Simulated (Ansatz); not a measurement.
V3Sn:
```
V3Sn
1.0
    5.60478     0.00000     0.00000
   -2.80239     4.85388     0.00000
    0.00000     0.00000     4.51962
V Sn
6 2
Direct
  0.84974   0.69948   0.25000
  0.15026   0.84974   0.75000
  0.30052   0.15026   0.25000
  0.15026   0.30052   0.75000
  0.84974   0.15026   0.25000
  0.69948   0.84974   0.75000
  0.33333   0.66667   0.25000
  0.66667   0.33333   0.75000
```
Starting moments (μB, in the order of the atoms V V V V V V Sn Sn): 0.2 0.2 0.2 0.2 0.2 0.2 0.0 0.0.

Relaxed with r²SCAN.

### Question
Which orbitals make up the states near the Fermi level in the program Ansatz at the r²SCAN level (PAW)?

### Answer
Within 0.5 eV of the Fermi level: V 3d 90 %, Sn 5p 6 %. Projections are on Löwdin-orthogonalised atomic valence shells; empty p or d shells of many metals are not among them.

### Question
Tabulate the density of states.

### Answer
States/eV per cell of 8 atoms, in 0.25 eV bins, energy from the Fermi level.

| E (eV) | total | V 3d | Sn 5p | V 4s |
|---|---|---|---|---|
| -7.85 | 1.05 | 0.26 | 0.04 | 0.04 |
| -7.60 | 0.13 | 0.04 | 0.00 | 0.00 |
| -7.35 | 0.00 | 0.00 | 0.00 | 0.00 |
| -7.10 | 0.00 | 0.00 | 0.00 | 0.00 |
| -6.85 | 0.00 | 0.00 | 0.00 | 0.00 |
| -6.60 | 0.00 | 0.00 | 0.00 | 0.00 |
| -6.35 | 0.00 | 0.00 | 0.00 | 0.00 |
| -6.10 | 0.03 | 0.00 | 0.01 | 0.01 |
| -5.85 | 0.27 | 0.02 | 0.11 | 0.12 |
| -5.60 | 0.53 | 0.05 | 0.22 | 0.22 |
| -5.35 | 2.54 | 0.35 | 1.22 | 0.78 |
| -5.10 | 2.84 | 0.47 | 1.35 | 0.78 |
| -4.85 | 2.11 | 0.43 | 1.02 | 0.48 |
| -4.60 | 3.18 | 0.78 | 1.54 | 0.62 |
| -4.35 | 3.50 | 1.00 | 1.63 | 0.61 |
| -4.10 | 2.41 | 0.74 | 1.10 | 0.39 |
| -3.85 | 2.11 | 0.70 | 0.95 | 0.31 |
| -3.60 | 2.23 | 0.83 | 0.93 | 0.31 |
| -3.35 | 3.82 | 1.67 | 1.46 | 0.49 |
| -3.10 | 5.53 | 2.55 | 1.98 | 0.76 |
| -2.85 | 5.72 | 3.37 | 1.54 | 0.65 |
| -2.60 | 9.52 | 6.43 | 1.88 | 0.89 |
| -2.35 | 10.88 | 7.26 | 2.30 | 0.92 |
| -2.10 | 5.69 | 3.55 | 1.54 | 0.36 |
| -1.85 | 4.01 | 3.06 | 0.57 | 0.25 |
| -1.60 | 6.67 | 5.74 | 0.38 | 0.36 |
| -1.35 | 12.06 | 10.58 | 0.56 | 0.42 |
| -1.10 | 11.50 | 10.15 | 0.58 | 0.27 |
| -0.85 | 9.17 | 8.34 | 0.41 | 0.13 |
| -0.60 | 9.67 | 8.81 | 0.46 | 0.10 |
| -0.35 | 10.99 | 9.64 | 0.77 | 0.15 |
| -0.10 | 9.96 | 8.87 | 0.58 | 0.14 |
| 0.15 | 6.43 | 5.88 | 0.30 | 0.07 |
| 0.40 | 5.61 | 5.24 | 0.21 | 0.03 |
| 0.65 | 4.17 | 3.82 | 0.18 | 0.08 |
| 0.90 | 4.04 | 3.67 | 0.10 | 0.13 |
| 1.15 | 5.84 | 5.39 | 0.09 | 0.14 |
| 1.40 | 12.77 | 11.98 | 0.20 | 0.20 |
| 1.65 | 17.12 | 16.18 | 0.21 | 0.25 |
| 1.90 | 17.31 | 15.88 | 0.27 | 0.48 |
| 2.15 | 18.38 | 16.87 | 0.29 | 0.55 |
| 2.40 | 10.90 | 10.00 | 0.18 | 0.35 |
| 2.65 | 6.99 | 6.37 | 0.18 | 0.17 |

Space group P6_3/mmc. The workflow started from an entry of the Crystallography Open Database (COD), which files this formula under 2 space groups. Whether it is the stable phase at ambient conditions was not checked. The cell was relaxed with r²SCAN under the symmetry of its start; whether a distortion lowers the energy is not shown. The final state is ferromagnetic, the only order run, not a proven ground state. Other orbital occupations within this spin state were not tried. Spin–orbit coupling is left out wherever it is not named.

Potentials: the later of the program's two PAW sets.
